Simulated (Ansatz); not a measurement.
Ansatz (a program for electronic structure) input:

Ansatz 0.2 input:
```yaml
crystal:
  lattice:
    - [-1.6330037291, 1.6330037291, 2.5744610369]
    - [1.6330037291, -1.6330037291, 2.5744610369]
    - [1.6330037291, 1.6330037291, -2.5744610369]
  atoms:
    - { symbol: In, position: [0.0, 0.0, 0.0] }
kpoints:
  mp_grid: { grid: [13, 13, 13] }
  band_path:
    path:
      - [[0.0, 0.0, 0.0], [0.0, 0.0, 0.5], [0.25, 0.25, 0.25], [0.0, 0.5, 0.0], [0.0, 0.0, 0.0], [0.5, 0.5, -0.5], [0.3505869674, 0.6494130326, -0.3505869674]]  # Γ-X-P-N-Γ-M-S
      - [[-0.3505869674, 0.3505869674, 0.3505869674], [0.0, 0.0, 0.0]]  # S_0-Γ
      - [[0.0, 0.0, 0.5], [-0.2011739348, 0.2011739348, 0.5]]  # X-R
      - [[0.5, 0.5, -0.2011739348], [0.5, 0.5, -0.5]]  # G-M
    npoints: 8
basis: { xc_grid: 2 }
hamiltonian:
  xc: pbe
  pseudopotentials: { kind: paw }
magnetization: { noncollinear: true, spin_orbit: true }
scf:
  n_extra_bands: 13
  convergence: { dr2_threshold: 0.0000000001 }
  occupations: { method: gaussian, width: 0.05 }
output: { eigenvalues: true }
```

Output (shortened):

```
Pseudopotential: In, paw_fr, valence charge 13
Functional definition: PBE
non-collinear run that drives no moment, with spin-orbit …
Crystal: 1 atoms, lattice volume = 27.461 Å³
Basis set: ecut = 420 eV, 557 PW (Γ), exchange–correlation on 48×48×48 points (8 copies of the dense FFT grid, shifted against one another)
Bands: 26, of which v1, the nominal top of the filled ones, is band 13 counted from 1 (12 counted from 0)
Symmetry: 16 space group operations + 16 with time reversal
k-points: 196 of 2197
Projection manifold: j_resolved (fully-relativistic pseudo-atomic orbitals)
SCF iter   1: F=—  HF=-5599.787496 eV  |F-HF|=—  |Δ(HF+E_count)|=         —  Δρ=1.25e-2  dr2=5.74e-2  dr2_m=0.00e0 (ungated)  ethr=3.10e-3  |M|=0.00e0 ∫|m|=0.00e0 μB  |m|>n=0.0e0 m-floor=0.0e0 τ_xc=0.0e0  β_m=0.30  ⟨swp⟩=7.7  Hψ=15249  notcnv=0  defer=190
preconditioner: auto → none
SCF iter   2: F=—  HF=-5599.776307 eV  |F-HF|=—  |Δ(HF+E_count)|=   1.12e-2  Δρ=1.04e-2  dr2=3.92e-2  dr2_m=0.00e0 (ungated)  ethr=4.42e-4  |M|=0.00e0 ∫|m|=0.00e0 μB  |m|>n=0.0e0 m-floor=0.0e0 τ_xc=0.0e0  β_m=0.63  ⟨swp⟩=2.0  Hψ=3783  notcnv=0  defer=1178
SCF iter   3: F=—  HF=-5599.768348 eV  |F-HF|=—  |Δ(HF+E_count)|=   7.96e-3  Δρ=5.35e-3  dr2=5.18e-3  dr2_m=0.00e0 (ungated)  ethr=3.01e-4  |M|=0.00e0 ∫|m|=0.00e0 μB  |m|>n=0.0e0 m-floor=0.0e0 τ_xc=0.0e0  β_m=0.68  ⟨swp⟩=3.0  Hψ=4101  notcnv=0  defer=1374
SCF iter   4: F=—  HF=-5599.765735 eV  |F-HF|=—  |Δ(HF+E_count)|=   2.61e-3  Δρ=6.46e-4  dr2=1.50e-4  dr2_m=0.00e0 (ungated)  ethr=3.98e-5  |M|=0.00e0 ∫|m|=0.00e0 μB  |m|>n=0.0e0 m-floor=0.0e0 τ_xc=0.0e0  β_m=0.69  ⟨swp⟩=2.0  Hψ=4283  notcnv=0  defer=1408
SCF iter   5: F=—  HF=-5599.765743 eV  |F-HF|=—  |Δ(HF+E_count)|=   7.27e-6  Δρ=2.20e-4  dr2=1.85e-5  dr2_m=0.00e0 (ungated)  ethr=1.15e-6  |M|=0.00e0 ∫|m|=0.00e0 μB  |m|>n=0.0e0 m-floor=0.0e0 τ_xc=0.0e0  β_m=0.84  ⟨swp⟩=2.0  Hψ=3068  notcnv=0  defer=1408
SCF iter   6: F=—  HF=-5599.765741 eV  |F-HF|=—  |Δ(HF+E_count)|=   1.64e-6  Δρ=3.64e-5  dr2=4.92e-7  dr2_m=0.00e0 (ungated)  ethr=1.42e-7  |M|=0.00e0 ∫|m|=0.00e0 μB  |m|>n=0.0e0 m-floor=0.0e0 τ_xc=0.0e0  β_m=0.92  ⟨swp⟩=2.3  Hψ=3027  notcnv=0  defer=1408
SCF iter   7: F=—  HF=-5599.765741 eV  |F-HF|=—  |Δ(HF+E_count)|=   4.64e-7  Δρ=5.74e-6  dr2=1.04e-8  dr2_m=0.00e0 (ungated)  ethr=3.78e-9  |M|=0.00e0 ∫|m|=0.00e0 μB  |m|>n=0.0e0 m-floor=0.0e0 τ_xc=0.0e0  β_m=0.96  ⟨swp⟩=2.1  Hψ=2913  notcnv=0  defer=1408
SCF iter   8: F=—  HF=-5599.765741 eV  |F-HF|=—  |Δ(HF+E_count)|=   4.64e-9  Δρ=8.23e-7  dr2=1.69e-10  dr2_m=0.00e0 (ungated)  ethr=7.97e-11  |M|=0.00e0 ∫|m|=0.00e0 μB  |m|>n=0.0e0 m-floor=0.0e0 τ_xc=0.0e0  β_m=0.94  ⟨swp⟩=2.0  Hψ=3100  notcnv=0  defer=1408
SCF iter   9: F=-5599.765741 eV  HF=-5599.765741 eV  |F-HF|=2.73e-12  |Δ(HF+E_count)|=  8.55e-11  Δρ=8.26e-8  dr2=1.67e-12  dr2_m=0.00e0 (ungated)  ethr=1.00e-12  |M|=0.00e0 ∫|m|=0.00e0 μB  |m|>n=0.0e0 m-floor=0.0e0 τ_xc=0.0e0  ⟨swp⟩=7.8  Hψ=11373  notcnv=0
SCF 1 converged in 9 iterations: F = -5599.765741 eV  dr2 = 1.67e-12
NSCF: frozen V_eff on 76 k-points
SCF converged after 9 iterations
Magnetization: |M| = 0.0000 μB,  M = (+0.0000, +0.0000, +0.0000) μB
Absolute magnetization: 0.0000 μB (∫|m|)
  site 0: m = (+0.0000, +0.0000, +0.0000) μB, |m| = 0.0000 μB  (R = 1.35 Å)
Free energy (F): -5599.765741 eV
Harris-Foulkes:  -5599.765741 eV  (|F-HF|=2.73e-12)
Internal energy: -5599.765150 eV  (E = F + TS)
E sigma→0 (E₀):  -5599.765446 eV
Entropy (-TS):   -0.000591 eV (-0.591 meV/atom)
Fermi energy:    9.481108 eV
--- Per-component energies (eV) ---
  E_band       = -31.372303
  E_kinetic    = 240.931139
  E_local      = -1104.721515  (includes V_loc(G=0)·N_el)
  E_nonlocal   = 366.071935
  E_hartree    = 432.463069
  E_xc         = -215.905056
  E_vxc        = -99.766798  (∫ρ·V_xc dr)
  E_paw        = -4154.113239  (= ΣΔE_a)
  E_vpaw       = -298.813280  (= ΣTr[D̂ρ^β])
  E_aug_tail   = 0.000026  (compensation charges beyond the density's cutoff)
  E_ewald      = -1164.491510
  E_smearing   = -0.000591  (= −TS)
  E_closure    = 0.000000  (closes the sum)
  Σ components = -5599.765741   (vs F -5599.765741, Δ=0.00e0)
  [band-id]    e_kinetic+e_local+e_nonlocal+2·e_hartree+e_vxc+e_vpaw+e_augmentation_tail = -31.372356   (vs E_band -31.372303, Δ=-5.24e-5)
--- Band table (eV; the first three rows and the last of 196) ---
  k-point 0: bands = ["-5.4676", "-5.4676", "-5.4450", "-5.4450", "-4.6595", "-4.6595", "-4.5863", "-4.5863", "-4.5127", "-4.5127", "0.3777", "0.3777", "19.1154", "19.1154", "19.9845", "19.9845", "20.1166", "20.1166", "21.1259", "21.1259", "23.1172", …
  k-point 1: bands = ["-5.4579", "-5.4579", "-5.4421", "-5.4421", "-4.6509", "-4.6509", "-4.5805", "-4.5805", "-4.5185", "-4.5185", "0.5559", "0.5559", "18.3039", "18.3039", "19.0217", "19.0217", "19.2277", "19.2277", "20.2946", "20.2946", "23.7009", …
  k-point 2: bands = ["-5.4426", "-5.4426", "-5.4277", "-5.4277", "-4.6316", "-4.6316", "-4.5579", "-4.5579", "-4.5326", "-4.5326", "1.0944", "1.0944", "16.7696", "16.7696", "17.4016", "17.4016", "17.8414", "17.8414", "19.1232", "19.1232", "22.3523", …
  k-point 195: bands = ["-5.4897", "-5.4897", "-5.4088", "-5.4088", "-4.5978", "-4.5978", "-4.5476", "-4.5476", "-4.3494", "-4.3494", "6.3057", "6.3057", "7.0110", "7.0110", "13.4482", "13.4482", "14.6465", "14.6465", "17.9361", "17.9361", "19.0714", …
```

Cost: roughly 26 core-seconds on shared cores.

Space group I4/mmm (body-centred tetragonal). The cell keeps a stress of up to 0.2 GPa. The cell was relaxed with PBE under the symmetry of its start.

Potentials: the later of the program's two PAW sets.

Ansatz is a plane-wave DFT program.
